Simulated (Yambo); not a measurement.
**Bethe-Salpeter results for PtS₂ monolayer**

```
PtS2
1.0
    3.53447     0.00000     0.00000
   -1.76723     3.06094     0.00000
    0.00000     0.00000    15.50000
S Pt
2 1
Direct
  0.33333   0.66667   0.07847
  0.66667   0.33333   0.92153
  0.00000   0.00000   0.00000
```

The layer was cut from Materials Project entry mp-762 and relaxed with PBEsol in a cell 15.5 Å high, with the Coulomb interaction truncated along z.

BSE in Yambo on norm-conserving PBEsol (Quantum ESPRESSO, 84 Ry, no spin-orbit coupling) bands: 18×18×1 mesh, 6 valence and 4 conduction bands, static screening with 46 bands and a 3 Ry block, scissor 1.16 eV, Tamm-Dancoff, stochastic integration of W near q = 0; field along x.

| state | energy (eV) | states within 2 meV | relative strength | class | main transitions |
|---|---|---|---|---|---|
| 1 | 2.32 | 2 | < 0.01 | dark | VB → CB (84 %) |
| 2 | 2.39 | 1 | < 0.01 | dark | VB → CB (76 %) |
| 3 | 2.41 | 2 | 0.10 | strong | VB → CB (87 %) |
| 4 | 2.46 | 1 | < 0.01 | dark | VB → CB (91 %) |
| 5 | 2.48 | 2 | 1.00 | strong | VB → CB (77 %) |
| 6 | 2.49 | 1 | < 0.01 | dark | VB → CB (94 %) |
| 7 | 2.52 | 2 | < 0.01 | dark | VB → CB (84 %) |
| 8 | 2.52 | 1 | < 0.01 | dark | VB → CB (61 %) |

These are vertical excitations (zero momentum); the indirect quasiparticle gap, about 3.03 eV, is smaller than the direct one (3.25 eV on the GW mesh). The direct quasiparticle gap on this mesh is 3.05 eV; counted from there, state 1 is bound by 0.73 eV. On a 6×6×1 mesh the same difference is 0.96 eV, so it isn't converged.

Spin singlets only. Strengths are relative to the strongest of the lowest states of this run; strong means a line over 3 % of the spectrum's maximum, dark under 0.03 %. Absolute energies carry the error of the G0W0 scissor, whose convergence isn't established.

Spin-orbit coupling is left out, which matters for elements this heavy: edges can move by tenths of an eV.
